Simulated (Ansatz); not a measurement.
Zn (hcp, Mg type)

```
Zn
1.0
    2.62220     0.00000     0.00000
   -1.31110     2.27089     0.00000
    0.00000     0.00000     5.19319
Zn
2
Direct
  0.33333   0.66667   0.75000
  0.66667   0.33333   0.25000
```

Equation-of-state scan: isotropic scaling of the cell above, V₀ being its volume. Symmetry pins the atoms to their sites.

These are PBE (plane waves to 420 eV, PAW, scalar-relativistic; Ansatz, a first-principles code) values and carry that method's errors. k mesh 20×20×9 (Γ-centred), Fermi-Dirac smearing 0.05 eV. E stands for the smeared free energy. Stress and pressure are positive under compression. With the shape held, the modulus is that of even scaling; a crystal free to change shape is softer. The PAW data are Ansatz's earlier set. Zn was relaxed with its symmetry unable to fall. ΔE is measured from the relaxed starting cell. The last digit holds for this mesh only.

| V (Å³/atom) | ΔE (meV/atom) |
|---|---|
| 12.988 | 130.0 |
| 13.483 | 77.2 |
| 13.978 | 40.4 |
| 14.472 | withheld |
| 14.967 | 3.9 |
| 15.462 | 0.0 |
| 15.957 | 3.4 |
| 16.452 | 12.7 |
| 16.946 | 26.9 |
| 17.441 | 45.0 |
| 17.936 | 66.2 |

Fit a third-order Birch-Murnaghan form (E₀, V₀, B₀, B₀′ free) to the given rows and predict ΔE at V = 14.472.

Least squares on the 10 given rows: ΔE = E₀ + (9V₀B₀/16)·y²·[2 + (B₀′ − 4)y], y = (V₀/V)^(2/3) − 1, with V₀ = 15.466 Å³/atom, B₀ = 73.09 GPa (160.2 GPa = 1 eV/Å³; the term in eV is multiplied by 1000), B₀′ = 5.21, E₀ = 0.07 meV/atom; root-mean-square residual 0.07 meV/atom. At 14.472 the fit gives 16.8 meV/atom; the calculation gives 16.8 meV/atom, the same to the digits shown. For the pressure the fit gives 5.8 GPa against the computed 5.8 GPa.

(A scan under strain: stresses follow from slopes of the energy per volume, elastic moduli from its curvatures.)
